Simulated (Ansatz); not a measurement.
Kick test of a cell of ZrNb2N4

It was reached by relaxing an invented guess, and it needn't be the stable form of this composition.

Method: DFT PBE, scalar-relativistic, plane waves, PAW in Ansatz. Settings: cutoff 420 eV, Γ-centred mesh 6×10×6 on the computed 7-atom cell, Gaussian smearing of 0.10 eV; no spin polarisation.

The cell below (7 atoms, space group P2/m (No. 10)) is relaxed within its symmetry.

```
Zr Nb N
1.0
     5.26317    0.00000    0.01030
     0.00000    3.13177    0.00000
    -1.68474    0.00000    5.23393
Zr Nb N
1 2 4
Direct
  0.00000 0.50000 0.50000
  0.00000 0.00000 0.00000
  0.50000 0.50000 0.00000
  0.77054 0.50000 0.78154
  0.25197 0.00000 0.75657
  0.74803 0.00000 0.24343
  0.22946 0.50000 0.21846
```

For the test it was strained at random (σ = 1.5 % a component), the atoms were moved at random (σ = 0.15 Å), and all was relaxed again on a coarse 8×4×4 mesh (in the run’s order of axes) with 0.20 eV smearing, with no symmetry imposed.

Question: What happens?

Answer: It returns, within 1 meV/atom of the unmoved cell on that mesh and with the same symmetry when read at 0.1 Å (Pm at 0.01 Å, so small strains and shifts remain). No instability shows in this cell; modes of other wave vectors, which need another repeat, aren't tested.
